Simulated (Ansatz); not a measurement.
## AgB$_{2}$: frozen-core PAW against all-electron methods

```xyz
3
Lattice="3.0000 0.0000 0.0000 -1.5000 2.5981 0.0000 0.0000 0.0000 3.2400" Properties=species:S:1:pos:R:3 pbc="T T T"
Ag    0.0000    0.0000    0.0000
B     0.0000    1.7321    1.6200
B     1.5000    0.8660    1.6200
```

Atoms are numbered in the order listed.

Conventional cell: a = 3.000 Å, b = 3.000 Å, c = 3.240 Å, α = 90.00°, β = 90.00°, γ = 120.00°. Ag (atom 1) is surrounded by 12 B at 2.37 Å. Around B (atom 2) lie 3 B at 1.73 Å.

The geometry is COD entry 1509214, unchecked; take it as a test cell.

All numbers are computed: DFT, PBEsol, PAW with Ansatz's default frozen-core files, scalar-relativistic (Ansatz 0.2.0); DFT, PBEsol, all-electron PAW with datasets made for the crystal, scalar-relativistic (Ansatz 0.2.0); DFT, PBEsol, all-electron LAPW, scalar-relativistic (Ansatz 0.2.0).

For PAW: a Γ-centred 16×16×13 k mesh, Fermi–Dirac smearing of 0.05 eV, cutoff 420 eV, no spin polarisation; the PAW files were made with PBE, and the program remakes their frozen cores for this functional. The crystal-made all-electron datasets (AE datasets) take a cutoff of 360 eV at this cell. LAPW targets a basis error of 1 meV/atom. The Ansatz runs share mesh, smearing and spin set-up. Plane-wave (PAW) pressures include the program's estimate of the Pulay term.

Stress and pressure are positive in compression.

Spin–orbit coupling is left out, which moves gradients at and beside heavy atoms by some per cent and at worst by a factor of two.

In a metal, gradients converge slowly with the k mesh: the values move by tens of per cent from one mesh to another, at times in sign, so only the comparison on one mesh counts.

Levels count from the Fermi level.

| quantity | PAW | AE datasets | LAPW |
| --- | --- | --- | --- |
| pressure (GPa) | 46.86 | 46.80 | 46.79 |
| stress xx (GPa) | 36.40 | 36.32 | 36.31 |
| stress zz (GPa) | 67.80 | 67.75 | 67.75 |
| highest filled level at L (eV) | -1.304 | -1.302 | -1.302 |
| lowest empty level at L (eV) | 0.416 | 0.417 | 0.418 |
| highest filled level at M (eV) | -3.285 | -3.284 | -3.284 |
| lowest empty level at M (eV) | 2.858 | 2.857 | 2.856 |
| highest filled level at Γ (eV) | -3.290 | -3.291 | -3.291 |
| lowest empty level at Γ (eV) | 1.080 | 1.083 | 1.083 |
| largest principal field gradient Vzz at Ag1 (10²¹ V/m²) | -7.24 | -7.23 | – |
| largest principal field gradient Vzz at B2 (10²¹ V/m²) | 2.64 | 2.66 | – |

PAW's pressure differs from the LAPW value by +0.07 GPa.
